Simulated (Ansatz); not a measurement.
LaB₆ in space group Pm-3m (No. 221; La on 1a, B on 6f) at seven volumes, PBEsol (plane waves, PAW; program Ansatz), shape and atoms relaxed at each. One row is withheld.

```json
[
 {"V (Å³/atom)": "9.157", "P (GPa)": "20.23"},
 {"V (Å³/atom)": "9.459", "P (GPa)": "?"},
 {"V (Å³/atom)": "9.761", "P (GPa)": "5.81"},
 {"V (Å³/atom)": "10.063", "P (GPa)": "0.01"},
 {"V (Å³/atom)": "10.364", "P (GPa)": "-5.04"},
 {"V (Å³/atom)": "10.666", "P (GPa)": "-9.42"},
 {"V (Å³/atom)": "10.968", "P (GPa)": "-13.22"}
]
```

Q: Fit the shown pressures and predict the withheld one.

A: P = (3/2)B₀(x^(7/2) − x^(5/2))[1 + (3/4)(B′ − 4)(x − 1)] with x = (V₀/V)^(2/3). Least squares on the six rows gives V₀ = 10.063 Å³/atom, B₀ = 180 GPa, B′ = 3.70. At V = 9.459, x = 1.0421 and P = 12.49 GPa. The run itself gave 12.50 GPa.

The PBEsol relaxation kept the symmetry of its start; of distortions, only those at the zone centre were tested. Scalar-relativistic: spin–orbit coupling is off unless named, which matters more the heavier the elements.

Potentials: the later of the program's two PAW sets.
